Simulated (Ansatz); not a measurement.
Trial structure of SnCl3, not yet relaxed:

```cif
data_structure
_symmetry_space_group_name_H-M 'I4/mmm'
_symmetry_Int_Tables_number 139
_cell_length_a 4.6691
_cell_length_b 4.6691
_cell_length_c 10.3809
_cell_angle_alpha 90.000
_cell_angle_beta 90.000
_cell_angle_gamma 90.000
_cell_volume 226.31
loop_
_atom_site_label
_atom_site_type_symbol
_atom_site_symmetry_multiplicity
_atom_site_Wyckoff_symbol
_atom_site_fract_x
_atom_site_fract_y
_atom_site_fract_z
_atom_site_occupancy
Sn1 Sn 2 b 0.50000 0.50000 0.00000 1
Cl1 Cl 2 a 0.00000 0.00000 0.00000 1
Cl2 Cl 4 d 0.00000 0.50000 0.25000 1
```

All numbers below come from DFT PBE, scalar-relativistic, plane waves, PAW (Ansatz). Settings: cutoff 420 eV, Γ-centred mesh 6×6×6 on the computed 4-atom cell, Gaussian smearing of 0.10 eV; no spin polarisation.

Energies over the elements count from the elements' standard structures at the same level (Cl₂ as a molecule), with no fitted energy shifts. The references include grey tin.

Question: How far from equilibrium is it?

Answer: The pressure is -4.8 GPa (the mean over three directions, positive in compression), the largest force is 0.00 eV/Å (symmetry fixes the atoms), and the energy is −0.28 eV/atom against the elements. The shortest distance is 3.30 Å.

Question: Is it a good guess?

Answer: A fair one: relaxing gains about 0.12 eV/atom (the start's value is from the coarse mesh, so the gain is rough) in 9 ionic steps and ends at −0.41 eV/atom on the finer mesh. The symmetry stays I4/mmm (No. 139). The volume per atom shrinks by 16.7 %, from 28.3 to 23.6 Å³. The shortest distance goes from 3.30 Å (Sn–Cl and Cl–Cl) to 2.99 Å (Sn–Cl and Cl–Cl). The ratio c/a of the conventional cell changes by a factor of 1.13. Conventional cell: a = 4.222 Å, c = 10.577 Å. Sn has 4 Cl at 2.99 Å and 8 Cl at 3.38 Å; Cl on a site of symmetry 4/mmm is surrounded by 4 Sn at 2.99 Å and 8 Cl at 3.38 Å; around Cl on a site of symmetry -4m2 lie 4 Cl at 2.99 Å, 4 Cl at 3.38 Å and 4 Sn at 3.38 Å (long contacts).

The last run used a 16×16×16 mesh for its 4-atom cell and Gaussian smearing of 0.10 eV. No dispersion correction is applied, so the spacing and binding between layers, chains or molecules are poorly described. An odd number of electrons in the primitive cell allows no gap without spin; a larger cell or a magnetic state could open one. The cell is a metal run without spin; a magnetic state may lie lower. The relaxation can't lower the symmetry of the start, and the grade says only how near the guess is to its own end. A structure relaxed within its symmetry needn't be a true minimum. Another cell of SnCl3 relaxed alike, in Pm-3m, lies 0.48 eV/atom lower, so this cell isn't the stable form at this level.
